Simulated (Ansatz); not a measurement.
**A short bond in HfB**

```
Hf B
1.0
     0.00000    2.31000    2.31000
     2.31000    0.00000    2.31000
     2.31000    2.31000    0.00000
Hf B
1 1
Direct
  0.50000 0.50000 0.50000
  0.00000 0.00000 0.00000
```

The cell is entry 1511179 of the Crystallography Open Database, unrelaxed.

Its shortest bond, of 2.310 Å between atom 1 (Hf) and the nearest image of atom 2 (B), is scaled by moving both atoms along it, with the cell held. The force apart is half the difference of the two atoms' forces along the bond; it holds the pull and push of their other neighbours too.

Level of theory: DFT with PBE, scalar-relativistic, in Ansatz 0.2.0; a Γ-centred 11×11×11 k mesh, Fermi–Dirac smearing of 0.05 eV, no spin polarisation. LAPW: all electrons, basis error target 1 meV/atom; PAW: frozen-core files, cutoff 420 eV; norm-conserving: pseudopotentials, cutoff 1143 eV; PAW (cutoff 600 eV): frozen-core files, cutoff 600 eV.

Energies are extrapolated to zero smearing and count from the unscaled cell; pressure is positive in compression; gaps take the mesh and a band path. No temperature or zero-point motion is included.

Spin–orbit coupling is left out, which matters for the heavy atoms.

```tsv
bond (Å)	force apart (eV/Å)	P LAPW (GPa)	ΔE LAPW (eV/atom)	P PAW − LAPW (GPa)	ΔE PAW − LAPW (meV/atom)	force PAW − LAPW (eV/Å)
2.310	0.00	29.8	0.000	-0.03	0.0	0.000
2.171	1.67	31.2	0.056	-0.03	0.0	0.001
1.894	7.29	42.8	0.638	0.04	0.6	0.020
1.340	45.96	?	6.518	0.66	29.9	0.180
```

Give the missing entry: row "1.340", column "P LAPW (GPa)".

125.5.

At the last bond length, how far do norm-conserving and PAW (cutoff 600 eV) lie from LAPW in pressure and in the largest force component?

norm-conserving: -1.56 GPa, 0.539 eV/Å; PAW (cutoff 600 eV): +0.53 GPa, 0.135 eV/Å, on a LAPW pressure of 125.5 GPa.

How do the Löwdin populations by LAPW change from the unscaled cell to the last row, on the two atoms of the bond?

Hf1 5s 1.92 → 1.78, Hf1 5p 5.96 → 5.80, Hf1 5d 3.13 → 3.65, B2 2s 1.05 → 0.90, B2 2p 2.50 → 2.43 electrons an atom. These are projections on the shells that the free atoms fill; 0.02 e a cell lies outside them at the start and 0.06 e at the end.
